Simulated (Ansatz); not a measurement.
The end point of a relaxation of TaC. Space group Fm-3m (No. 225), rock salt type. These are PBEsol (plane waves to 420 eV, PAW, scalar-relativistic; Ansatz, a first-principles code) values and carry that method's errors.

```cif
data_CTa
_chemical_formula_sum 'C1 Ta1'
_space_group_name_H-M_alt 'P 1'
_space_group_IT_number 1
_cell_length_a 3.13957
_cell_length_b 3.13957
_cell_length_c 3.13957
_cell_angle_alpha 60.000
_cell_angle_beta 60.000
_cell_angle_gamma 60.000
loop_
_space_group_symop_operation_xyz
  'x, y, z'
loop_
_atom_site_label
_atom_site_type_symbol
_atom_site_fract_x
_atom_site_fract_y
_atom_site_fract_z
_atom_site_occupancy
C1 C 0.00000 0.00000 0.00000 1
Ta1 Ta 0.50000 0.50000 0.50000 1
```

```json
{
 "volume_per_atom": "10.94 Å³",
 "band_gap": "zero (metallic)",
 "shortest_distances": "C–Ta 2.22 Å; C–C 3.14 Å; Ta–Ta 3.14 Å",
 "k-mesh": "18×18×18"
}
```

No spin polarisation in the result. The relaxed primitive cell holds an odd number of electrons. A magnetic state may lie lower.

The run could not lose the symmetry of its start; a randomly shaken copy of 2 atoms returns to this structure.

All atoms sit on sites fixed by symmetry, so only the cell could relax.
